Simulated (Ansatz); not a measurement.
Data:

Relaxed TiAl (CuAu type, space group P4/mmm):

```xyz
2
Lattice="2.8241 0.0000 0.0000 0.0000 2.8241 0.0000 0.0000 0.0000 4.0706" Properties=species:S:1:pos:R:3 pbc="T T T"
Al     1.4120     1.4120     2.0353
Ti     0.0000     0.0000     0.0000
```

In each cell atom 2 (Ti, nearest neighbour Ti at 2.824 Å; its periodic images, 2.8 Å or more away, move with it) moves by s·(0.000, 0.000, 1.000) (along Cartesian z), the rest being held.

Method: PBE (plane waves to 420 eV, PAW, scalar-relativistic; Ansatz, a program for electronic structure). k mesh 13×13×9 (Γ-centred), Fermi-Dirac smearing 0.05 eV. Energies are smeared free energies. With partly filled bands, energies and forces of such displacements shift with the k mesh and the smearing. The PAW data are Ansatz's earlier set. TiAl is run without spin polarisation. TiAl was relaxed with its symmetry unable to fall. The zero of ΔE is the undisplaced structure.

The scan covers s from -0.560 to 0.560 Å in 11 points.

**Question.** Is this a single well or a double well?

**Answer.** A single well with its minimum at or next to zero displacement.

**Question.** Is the energy the same for equal positive and negative displacements?

**Answer.** Even: the same for both signs. With its periodic images moving along, the atom's site symmetry in this cell is 4/mmm.

**Question.** What force acts on the atom along the line at s = -0.560 Å?

**Answer.** 3.86 eV/Å.

**Question.** What is the force constant k = d²E/ds² of this move at s = 0?

**Answer.** 5.61 eV/Å².

**Question.** With two atoms in the cell this is the zone-centre optical mode. What wavenumber follows?

**Answer.** 297 cm⁻¹.

(For displaced atoms, the force is minus the slope of the energy, and its curvature is a force constant, which sets phonon frequencies.)
